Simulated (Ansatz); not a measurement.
Does relaxation matter for the field gradients of TiO2 with arsenic replacing Ti?

Start: a supercell of TiO2 (rutile type, P4_2/mnm) built from an entry of the Crystallography Open Database (COD), with all atoms left at the host's positions.

```cif
data_Ti11AsO24
_symmetry_space_group_name_H-M 'Pmmm'
_symmetry_Int_Tables_number 47
_cell_length_a 6.4944
_cell_length_b 6.4944
_cell_length_c 8.8722
_cell_angle_alpha 90.000
_cell_angle_beta 90.000
_cell_angle_gamma 90.000
loop_
_atom_site_label
_atom_site_type_symbol
_atom_site_symmetry_multiplicity
_atom_site_Wyckoff_symbol
_atom_site_fract_x
_atom_site_fract_y
_atom_site_fract_z
As As 1 a 0.0000 0.0000 0.0000
Ti2 Ti 2 q 0.0000 0.0000 0.3333
Ti4 Ti 1 f 0.5000 0.5000 0.0000
Ti5 Ti 2 t 0.5000 0.5000 0.3333
Ti7 Ti 2 s 0.5000 0.0000 0.1667
Ti8 Ti 1 d 0.5000 0.0000 0.5000
Ti10 Ti 2 r 0.0000 0.5000 0.1667
Ti11 Ti 1 g 0.0000 0.5000 0.5000
O13 O 2 i 0.3050 0.0000 0.0000
O14 O 4 w 0.3050 0.0000 0.3333
O16 O 2 k 0.8050 0.5000 0.0000
O17 O 4 x 0.8050 0.5000 0.3333
O19 O 4 v 0.5000 0.3050 0.1667
O20 O 2 p 0.5000 0.3050 0.5000
O22 O 4 u 0.0000 0.8050 0.1667
O23 O 2 n 0.0000 0.8050 0.5000
```

One atom of each set is listed.

Computed with Ansatz: DFT, PBE, plane waves and PAW, scalar-relativistic, 420 eV cutoff, Γ-centred 3×3×2 k-points, Fermi–Dirac smearing 0.01 eV, cell charge +1.

The largest force at the start is 2.0 eV/Å. Relaxing the ions at fixed cell moves them by 0.104 Å at most (atom 24, O) and 0.039 Å rms.

```
site  moved (Å)                   first shell before                    first shell after  V_zz before (10²¹ V/m²)  η before
  As      0.000                   6 O at 1.95–1.98 Å                   6 O at 1.85–1.92 Å                     3.06      0.35
 Ti2      0.022                   6 O at 1.95–1.98 Å                   6 O at 1.93–2.01 Å                    -2.41      0.45
 Ti4      0.000                   6 O at 1.95–1.98 Å                   6 O at 1.95–1.98 Å                    -2.41      0.38
 Ti7      0.020                   6 O at 1.95–1.98 Å                   6 O at 1.93–2.00 Å                    -1.39      0.42
 Ti8      0.000                   6 O at 1.95–1.98 Å                   6 O at 1.96–1.97 Å                    -1.90      0.00
Ti10      0.022                   6 O at 1.95–1.98 Å                   6 O at 1.93–2.02 Å                    -2.86      0.82
Ti11      0.000                   6 O at 1.95–1.98 Å                   6 O at 1.95–1.99 Å                    -2.48      0.65
 O13      0.061       2 Ti at 1.95 Å, 1 As at 1.98 Å       1 As at 1.92 Å, 2 Ti at 2.00 Å                    11.61      0.33
 O16      0.003                  3 Ti at 1.95–1.98 Å                  3 Ti at 1.93–1.98 Å                     1.99      0.51
 O22      0.104  2 Ti at 1.95–1.98 Å, 1 As at 1.95 Å  1 As at 1.85 Å, 2 Ti at 2.01–2.02 Å                    11.44      0.48
```

**Question.** How do the gradients change?

**Answer.** 

```json
{"site": "As", "V_zz after": "5.06", "η after": "0.05", "change of V_zz": "+2.00"}
{"site": "Ti2", "V_zz after": "3.14", "η after": "0.65", "change of V_zz": "–"}
{"site": "Ti4", "V_zz after": "-2.10", "η after": "0.29", "change of V_zz": "+0.31"}
{"site": "Ti7", "V_zz after": "0.76", "η after": "0.05", "change of V_zz": "–"}
{"site": "Ti8", "V_zz after": "1.30", "η after": "0.92", "change of V_zz": "–"}
{"site": "Ti10", "V_zz after": "4.20", "η after": "0.73", "change of V_zz": "–"}
{"site": "Ti11", "V_zz after": "-3.15", "η after": "0.68", "change of V_zz": "-0.67"}
{"site": "O13", "V_zz after": "10.55", "η after": "0.42", "change of V_zz": "-1.06"}
{"site": "O16", "V_zz after": "2.23", "η after": "0.68", "change of V_zz": "+0.24"}
{"site": "O22", "V_zz after": "10.15", "η after": "0.60", "change of V_zz": "-1.29"}
```

The largest change of V_zz along a kept axis is on As, from 3.06 to 5.06. In per cent, |V_zz| changes by +65 on As, -13 to +27 on Ti, -11 to +12 on O (all sites that start above 0.5, bar those whose gradient vanishes or changes sign or whose main axis turns by over 40°). Where |V_zz| stays above 0.1 and the axes keep their order, η moves most on As, from 0.35 to 0.05. On Ti10, Ti2, Ti8, Ti7 the largest principal value lies along another axis in the second run, so the two V_zz can't be compared directly. The table leaves out 6 of the 16 sites, with |V_zz| up to 2.92; their tensors move by 0.15 at most along any direction. The statements above cover all sites.

The defect repeats with the cell of 36 atoms, so it feels its images: sites between two images don't show the values beside a lone defect, and zeros or small values of η there can come from the images' arrangement. O and Ti carry a gradient in the pure host already, so the values there aren't the defect's effect alone. A uniform background compensates the cell's charge.
Before: The cell keeps the host's lattice, where the PBE pressure is 5 GPa (in a charged cell this depends on the convention for the mean potential). The neighbours have not yet relaxed around the defect (largest force 2.0 eV/Å), so a real crystal will differ.
After: The relaxation keeps the site symmetry mmm of the start, so the impurity can't leave its site; a start off the site could end lower.
